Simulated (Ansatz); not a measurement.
This cell of Na$_{2}$MgPb (space group P6_3/mmc) is off equilibrium:

```xyz
8
Lattice="5.2267 0.0000 0.0000 -2.6133 4.5264 0.0000 0.0000 0.0000 10.3500" Properties=species:S:1:pos:R:3 pbc="T T T"
Na     2.6133     1.5088     4.3421
Na     0.0000     3.0176     6.0079
Na     0.0000     3.0176     9.5172
Na     2.6133     1.5088     0.8329
Mg     0.0000     0.0000     7.7625
Mg     0.0000     0.0000     2.5875
Pb     2.6133     1.5088     7.7625
Pb     0.0000     3.0176     2.5875
```

The numbers are results of PBEsol (plane waves to 420 eV, PAW, scalar-relativistic; Ansatz, a first-principles code), not measurements. k mesh 11×11×5 (Γ-centred), Fermi-Dirac smearing 0.05 eV. E stands for the smeared free energy. Stress and pressure are positive under compression. Na2MgPb was relaxed with its symmetry unable to fall. Spin-orbit coupling is left out, though Pb is heavy.

### Question
Give the stress tensor in GPa and the pressure.

### Answer
```
   -1.7      0.0      0.0
    0.0     -1.7      0.0
    0.0      0.0     -1.0
```
The pressure, a third of the trace, is -1.5 GPa.

### Question
It is the relaxed cell scaled evenly to V/V₀ = 1.080, atoms relaxed where free. What is its energy relative to the relaxed cell?

### Answer
11 meV/atom.

(Under strain, the slope of the energy per volume gives the stress and its curvature an elastic modulus.)
